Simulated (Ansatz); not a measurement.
Space group P6_3/mmc (No. 194). a = 3.315 Å, b = 3.315 Å, c = 13.713 Å, α = 90.00°, β = 90.00°, γ = 120.00°
```csv
atom,site,symmetry,x,y,z
W,2c,-6m2,0.3333,0.6667,0.2500
Se,4f,3m.,0.3333,0.6667,0.6288
```

Equation of state of this WSe2 structure (not necessarily the ground state), with shape and atoms relaxed at each volume where symmetry leaves them free. These are results of DFT r2SCAN, scalar-relativistic, plane waves, PAW (Ansatz), not measurements.

Plane waves to 500 eV, a k mesh through Γ of 12×12×2 on the computed 6-atom cell and Gaussian smearing (0.02 eV); no spin polarisation.

```
V (Å³/atom) E − E(largest V) (meV/atom) P (GPa) gap on mesh (eV)
     20.448                         3.94     1.97              1.13
     21.101                        -1.42     0.75              1.24
     21.753                        -2.83     0.01              1.35
     22.406                        -1.96    -0.39              1.45
     23.058                         0.00    -0.54              1.53
```

**Question.** Fit a third-order Birch–Murnaghan equation to E(V).

**Answer.** V0 = 21.76 Å³/atom, B0 = 18 GPa, B0' = 19.6. B0' is unusual or poorly fixed by this range.

Spin-orbit coupling is left out, which matters for the bands of heavy elements. The cell holds layers, and where no dispersion correction was added their binding is poorly described.

Cost: 5 runs of about 17 core-minutes in all, on Intel Xeon Platinum 8375C (Ice Lake) (shared hosts).